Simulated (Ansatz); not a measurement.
Relaxed-ion elastic tensor of LiH (rock salt, space group No. 225) in GPa (Voigt order), DFT-r²SCAN in the program Ansatz with PAW potentials; density 0.82 g/cm³, 8.03 Å³ per atom.

```
83.5  12.6  12.6   0.0   0.0   0.0
12.6  83.5  12.6   0.0   0.0   0.0
12.6  12.6  83.5   0.0   0.0   0.0
 0.0   0.0   0.0  51.7   0.0   0.0
 0.0   0.0   0.0   0.0  51.7   0.0
 0.0   0.0   0.0   0.0   0.0  51.7
```

**Question.** Is the crystal mechanically stable?

**Answer.** Yes: the smallest eigenvalue of C is 51.7 GPa.

**Question.** Work out the Voigt, Reuss and Hill averages.

**Answer.** K_V = 36.2, K_R = 36.2, K_H = 36.2; G_V = 45.2, G_R = 43.7, G_H = 44.4 GPa.

**Question.** Give Young's modulus, Poisson's ratio, Pugh's ratio and the universal anisotropy index.

**Answer.** E = 9KG/(3K + G) = 94.6 GPa; ν = 0.06; K/G = 0.82 (brittle by the Pugh limit of 1.75); A_U = 5G_V/G_R + K_V/K_R − 6 = 0.17.

**Question.** Estimate the sound speeds and the Debye temperature.

**Answer.** v_l = √((K + 4G/3)/ρ) = 10800 m/s, v_t = √(G/ρ) = 7350 m/s, mean 8010 m/s; Θ = (h/k)(3n/4πV)^(1/3) v_m = 1190 K.

**Question.** Give the Zener ratio and Young's modulus along [100], [110] and [111].

**Answer.** A = 2C44/(C11 − C12) = 1.46; 1/E = S11 − 2(S11 − S12 − S44/2)Γ with Γ = 0, 1/4, 1/3 gives 80.2, 97.5, 105 GPa.

**Question.** Solve the Christoffel equation for the three sound speeds along [100], [110], [111].

**Answer.** Eigenvalues of C_ijkl n_j n_l equal ρv². In km/s, slowest first: [100] 7.93, 7.93, 10.08; [110] 6.57, 7.93, 11.01; [111] 7.05, 7.05, 11.31.

Space group Fm-3m (rock salt). The cell was relaxed with r²SCAN under the symmetry of its start; phonons on a q-mesh show no instability.

Potentials: the later of the program's two PAW sets.
